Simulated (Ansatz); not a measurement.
According to the program Ansatz at the PBEsol level (PAW), BaZrS3 in the orthorhombic phase (Pnma; Ba on 4c, Zr on 4a, S on 4c, S on 8d) relaxes to a = 7.074 Å, b = 9.909 Å, c = 6.923 Å. Zr has 6 nearest neighbours from 2.52 Å (octahedral). Its formation energy from the elements is -1.90 eV/atom, with no fitted shifts.

It is gapped at this level: 0.92 eV (direct). The valence maximum lies at Γ and the conduction minimum at Γ. HSE06 on the same cell gives 1.79 eV. The electron mass is 0.20, 0.33, 0.35 mₑ (principal values). The hole mass is 0.18, 0.52, 0.62 mₑ (principal values).

The bulk modulus is 75.6 GPa. The elastic constants imply a Debye temperature near 322 K.

The cell was relaxed with PBEsol under the symmetry of its start. No spin polarisation was allowed. The references are the lowest solids computed at this level, not always the standard phases. Spin–orbit coupling is left out wherever it is not named.

Potentials: the later of the program's two PAW sets.
